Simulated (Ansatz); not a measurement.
Data:

C:
```yaml
crystal:
  lattice:
    - [3.57163, 0.00000, 0.00000]
    - [-1.78581, 3.09312, 0.00000]
    - [0.00000, 0.00000, 3.37703]
  atoms:
    - { symbol: C, position: [0.23260, 0.46519, 0.25000] }
    - { symbol: C, position: [0.53481, 0.76740, 0.58333] }
    - { symbol: C, position: [0.23260, 0.76740, 0.91667] }
    - { symbol: C, position: [0.76740, 0.53481, 0.75000] }
    - { symbol: C, position: [0.46519, 0.23260, 0.08333] }
    - { symbol: C, position: [0.76740, 0.23260, 0.41667] }
```

This is the PBE-relaxed structure.

Task: All from plane-wave PAW PBE (Ansatz code), unless another level is named. Give the smallest direct gap on the standard path.

Result: 4.96 eV.

Task: Next, the electron effective mass?

Result: 0.30, 4.8, 4.8 mₑ (principal values).

Task: Give the band gap.

Result: 4.13 eV (indirect).

Task: Give the valence-band maximum.

Result: on the L–M line, 8 % of the way from L.

Task: Give the conduction-band minimum.

Result: on the Γ–A line, 39 % of the way from Γ (2 equivalent valleys).

Space group P6_122. The start of the workflow was typed in or built on a structure type; neither database checked (COD, Materials Project) lists it. It is not the phase usual at ambient conditions (space group No. 194, 227). The PBE relaxation kept the symmetry of its start; whether a distortion lowers the energy is not shown.

Potentials: the later of the program's two PAW sets.
